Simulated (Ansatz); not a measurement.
## Computed properties of La3SbO3

La3SbO3:
```
CELL_PARAMETERS angstrom
      6.94705     2.06210     0.00000
     -6.94705     2.06210     0.00000
     -5.93689     0.00000    10.85930
ATOMIC_POSITIONS crystal
  La 0.38075 0.61925 0.05569
  La 0.61925 0.38075 0.94431
  La 0.37203 0.62797 0.60110
  La 0.62797 0.37203 0.39890
  La 0.84638 0.15362 0.29344
  La 0.15362 0.84638 0.70656
  Sb 0.87697 0.12303 0.81702
  Sb 0.12303 0.87697 0.18298
  O  0.81048 0.18952 0.08906
  O  0.18952 0.81048 0.91094
  O  0.56395 0.43605 0.70233
  O  0.43605 0.56395 0.29767
  O  0.83932 0.16068 0.48836
  O  0.16068 0.83932 0.51164
```

Space group C2/m (No. 12); conventional cell a = 13.8941 Å, b = 4.1242 Å, c = 12.3762 Å, α = 90.00°, β = 118.67°, γ = 90.00°.

Method: r²SCAN in the plane-wave PAW code Ansatz. The cell and atoms are relaxed at this level. Other levels are named where they apply.

**Cell and energy**

```
Item                                                           Value
-----------------------------------------------------  -------------
Volume per atom                                             22.22 Å³
Density                                                   6.26 g/cm³
Formation energy from the elements (no fitted shifts)  -3.07 eV/atom
```

**Electronic structure**

```
Property                                                                                                                                                              Result
----------------------------------------  ----------------------------------------------------------------------------------------------------------------------------------
Band gap                                                                                                                                                  1.00 eV (indirect)
Valence-band maximum                                                                                                                                                    at Γ
Conduction-band minimum                   on the C2–Y2 line, 60 % of the way from C2 (k = 0.406, 0.417, 0.000 in fractions of the reciprocal vectors) (4 equivalent valleys)
Smallest direct gap on the standard path                                                                                                                             1.11 eV
```

The workflow started from a Materials Project entry (that database holds measured and hypothetical structures alike); the Crystallography Open Database files this formula in space group No. 12, but the cells were not matched. Its standing as an ambient phase is unchecked. The cell was relaxed with r²SCAN under the symmetry of its start; its stability against distortions is not shown here. The references are the lowest solids computed at this level, not always the standard phases (solids in place of the gases). Scalar-relativistic: spin–orbit coupling is off unless named, which matters more the heavier the elements.

Potentials: the later of the program's two PAW sets.
